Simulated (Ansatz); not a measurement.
## Stress against strain in Ta

```xyz
1
Lattice="-1.6513 1.6513 1.6513 1.6513 -1.6513 1.6513 1.6513 1.6513 -1.6513" Properties=species:S:1:pos:R:3 pbc="T T T"
Ta    0.0000    0.0000    0.0000
```

The cell comes from COD entry 1541266, which wasn't checked; take it as a given geometry.

No spin–orbit coupling, which matters for the heavy atoms here.

Computed with Ansatz 0.2.0, DFT, PBEsol, all-electron LAPW, scalar-relativistic.

The runs use a Γ-centred 17×17×17 k mesh, Fermi–Dirac smearing of 0.08 eV, basis error target 0.5 meV/atom, no spin polarisation.

The strain is applied along the Cartesian axes of the cell as listed (γ is the engineering shear, twice εxy = εyz = εzx). Fractional coordinates are held (clamped ions).

σ is the change of stress from the unstrained cell, which is at -3.87 GPa; tension is positive, so slopes are stress–strain coefficients at that pressure. In a metal the k mesh adds noise.

Only quantities that a quadratic follows smoothly over the whole series are listed; rougher ones are left out.

```
      γ  σxy (GPa)
-0.0300      -2.00
-0.0200      -1.40
-0.0100      -0.73
 0.0000       0.00
 0.0100       0.76
 0.0300       2.22
```

Q: Fit the series and read off the stiffness at zero strain.

A: Least-squares fits y = p0 + p1 x + p2 x² to the rows give σxy (GPa): p1 = 71, p2 = 120. So C44 (clamped ions) = 71 GPa.

Q: One run, at γ = 0.0200, is withheld. Predict its row.

A: The fits give 1.47; the run gave 1.51.
